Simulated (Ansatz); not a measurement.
MoSi₂: a fit and a missing row

MoSi₂, I4/mmm, a = 3.202 Å, c = 7.819 Å. Ansatz: r2SCAN, PAW, 500 eV, Γ-centred 18×18×18 mesh on 3 atoms, Gaussian smearing 0.10 eV; no spin polarisation. Shape and atoms are relaxed at each volume; pressure is positive in compression.

```tsv
V (Å³/atom)	P (GPa)
12.557	15.42
12.958	7.08
13.358	-0.01
13.759	?
14.160	-11.12
```

Q: Take V0 = 13.358 Å³/atom, count pressures from its P0 = -0.01 GPa, fit the third-order Birch–Murnaghan form to the other rows, and predict the missing pressure.

A: With the Eulerian strain f = ½[(V0/V)^(2/3) − 1] and y = (P − P0)/[3f(1 + 2f)^(5/2)], the form is the line y = B0 + 1.5 B0 (B0′ − 4) f. Rows (f, y): 0.02104, 220.5; 0.01024, 219.4; -0.01906, 214.1. Means f = 0.004073, y = 218.00; Σ(Δf)² = 0.0008610, ΣΔfΔy = 0.1413; the slope is their ratio. y = 217.3 + 164.1 f GPa, so B0 = 217.3 GPa and B0′ = 4 + 2 × (164.1)/(3 × 217.3) = 4.50. At V = 13.759, f = -0.00976, y = 215.70 and P = -6.02 GPa. The run gave -6.03 GPa, so the fit is 0.01 GPa too high, within the rms miss on the fitted rows (0.01 GPa).